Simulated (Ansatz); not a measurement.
TiPt$_{3}$:
```xyz
4
Lattice="3.9207 0.0000 0.0000 0.0000 3.9207 0.0000 0.0000 0.0000 3.9207" Properties=species:S:1:pos:R:3 pbc="T T T"
Ti     0.0000     0.0000     0.0000
Pt     0.0000     1.9603     1.9603
Pt     1.9603     0.0000     1.9603
Pt     1.9603     1.9603     0.0000
```

Relaxed with r²SCAN. Special points in fractions of this cell's reciprocal vectors: Γ (0.000, 0.000, 0.000); X (0.000, 0.500, 0.000); M (0.500, 0.500, 0.000); R (0.500, 0.500, 0.500).

**Question.** List the band energies nearest the Fermi level at these points for DFT-r²SCAN with spin–orbit coupling in the program Ansatz with PAW potentials.

**Answer.** In eV from the Fermi level; about four levels below and three above (degenerate sets whole), none deeper than 8.9 eV; points with the same levels are listed once.

```
k                                below                          above
-  -----------------------------------  -----------------------------
Γ              -0.65 -0.65 -0.40 -0.40            0.06 0.06 0.06 0.06
X              -0.19 -0.19 -0.01 -0.01            0.55 0.55 0.81 0.81
M              -2.31 -2.31 -2.21 -2.21            0.17 0.17 0.26 0.26
R  -0.34 -0.34 -0.34 -0.34 -0.27 -0.27  0.71 0.71 1.39 1.39 1.39 1.39
```

Space group Pm-3m (Cu3Au type). The r²SCAN relaxation kept the symmetry of its start; of distortions, only those at the zone centre were tested. The run is not spin-polarised.

Potentials: the later of the program's two PAW sets.
